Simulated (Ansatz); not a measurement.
The calculation used DFT PBE, scalar-relativistic, plane waves, PAW in Ansatz. All cells share a 420 eV cutoff and Γ-centred k meshes spaced at most about 0.3 Å⁻¹ (about 0.25 or finer for metals, 2π included). Collinear spin in cells that started with moments and kept them past the coarse steps, no spin elsewhere.

All energies are static (0 K, no zero-point motion).

Two relaxed structures of TiSn2Te3:

A. (site moments Ti 0.8 μB)

Space group P-6m2 (No. 187). a = 5.587 Å, b = 5.587 Å, c = 6.136 Å, α = 90.00°, β = 90.00°, γ = 120.00°
| atom | site | symmetry | x | y | z |
| --- | --- | --- | --- | --- | --- |
| Ti | 1a | -6m2 | 0.0000 | 0.0000 | 0.0000 |
| Sn | 1f | -6m2 | 0.6667 | 0.3333 | 0.5000 |
| Sn | 1b | -6m2 | 0.0000 | 0.0000 | 0.5000 |
| Te | 1d | -6m2 | 0.3333 | 0.6667 | 0.5000 |
| Te | 1e | -6m2 | 0.6667 | 0.3333 | 0.0000 |
| Te | 1c | -6m2 | 0.3333 | 0.6667 | 0.0000 |

B. (no spin)

Space group P4mm (No. 99). a = 5.306 Å, b = 5.306 Å, c = 7.858 Å, α = 90.00°, β = 90.00°, γ = 90.00°
```tsv
atom	site	symmetry	x	y	z
Ti	1b	4mm	0.5000	0.5000	0.5030
Sn	2c	2mm.	0.5000	0.0000	0.9254
Te	1b	4mm	0.5000	0.5000	0.1631
Te	2c	2mm.	0.5000	0.0000	0.5416
```

Task: Which would you expect to be lower, and how large is the difference?

Result: B is lower, by 91 meV/atom. A has space group P-6m2 (No. 187), 27.6 Å³/atom and no gap on its mesh; B has space group P4mm (No. 99), 36.9 Å³/atom and no gap. Counting Te atoms around Sn and Ti (those within 1.25 times the shortest such distance or 1.15 times the sum of covalent radii; a slash parts the counts of unlike sites), A has Ti 6, Sn 3/5 and B has Ti 5, Sn 3. Their magnetic states differ too. The lower one is the more open, so pressure narrows the difference. In A, Ti is surrounded by 2 Sn at 3.07 Å and 6 Te at 3.23 Å; Sn on its first site is surrounded by 5 Te at 3.07–3.23 Å and 3 Sn at 3.23 Å; around Te on its first site lie 2 Te at 3.07 Å and 6 Sn at 3.23 Å; 3 more sites not described. In B, around Ti lie 5 Te at 2.67 Å; Sn is surrounded by 1 Te at 3.02 Å and 2 Te at 3.24 Å; Te on a site of symmetry 4mm has 1 Ti at 2.67 Å and 4 Sn at 3.24 Å; 1 more site not described. Both come from invented guesses.

These runs have no spin–orbit coupling, which can matter for Te. The magnetic state reached may not be the lowest. Cells relaxed within their symmetry can be saddle points. Some structure types and database cells were kept out of the candidates from the start, so a known form may be missing.
